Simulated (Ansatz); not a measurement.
Relaxed-ion elastic tensor of Li₂Se (anti-fluorite, Fm-3m) in GPa (Voigt order), the program Ansatz at the PBE level (PAW); density 2.85 g/cm³, 18.06 Å³ per atom.

|  | 1 | 2 | 3 | 4 | 5 | 6 |
|---|---|---|---|---|---|---|
| 1 | 66.6 | 17.2 | 17.2 | 0.0 | 0.0 | 0.0 |
| 2 | 17.2 | 66.6 | 17.2 | 0.0 | 0.0 | 0.0 |
| 3 | 17.2 | 17.2 | 66.6 | 0.0 | 0.0 | 0.0 |
| 4 | 0.0 | 0.0 | 0.0 | 27.7 | 0.0 | 0.0 |
| 5 | 0.0 | 0.0 | 0.0 | 0.0 | 27.7 | 0.0 |
| 6 | 0.0 | 0.0 | 0.0 | 0.0 | 0.0 | 27.7 |

### Question
Is the crystal mechanically stable?

### Answer
Yes: the smallest eigenvalue of C is 27.7 GPa.

### Question
Work out the Voigt, Reuss and Hill averages.

### Answer
K_V = 33.7, K_R = 33.7, K_H = 33.7; G_V = 26.5, G_R = 26.4, G_H = 26.4 GPa.

### Question
Give Young's modulus, Poisson's ratio, Pugh's ratio and the universal anisotropy index.

### Answer
E = 9KG/(3K + G) = 62.9 GPa; ν = 0.19; K/G = 1.27 (brittle by the Pugh limit of 1.75); A_U = 5G_V/G_R + K_V/K_R − 6 = 0.02.

### Question
Estimate the sound speeds and the Debye temperature.

### Answer
v_l = √((K + 4G/3)/ρ) = 4920 m/s, v_t = √(G/ρ) = 3050 m/s, mean 3360 m/s; Θ = (h/k)(3n/4πV)^(1/3) v_m = 381 K.

### Question
Give the Zener ratio and Young's modulus along [100], [110] and [111].

### Answer
A = 2C44/(C11 − C12) = 1.12; 1/E = S11 − 2(S11 − S12 − S44/2)Γ with Γ = 0, 1/4, 1/3 gives 59.5, 63.7, 65.2 GPa.

### Question
Solve the Christoffel equation for the three sound speeds along [100], [110], [111].

### Answer
Eigenvalues of C_ijkl n_j n_l equal ρv². In km/s, slowest first: [100] 3.12, 3.12, 4.84; [110] 2.95, 3.12, 4.94; [111] 3.00, 3.00, 4.98.

Symmetry was held in the PBE relaxation; phonons on a q-mesh show no instability.

Potentials: the later of the program's two PAW sets.
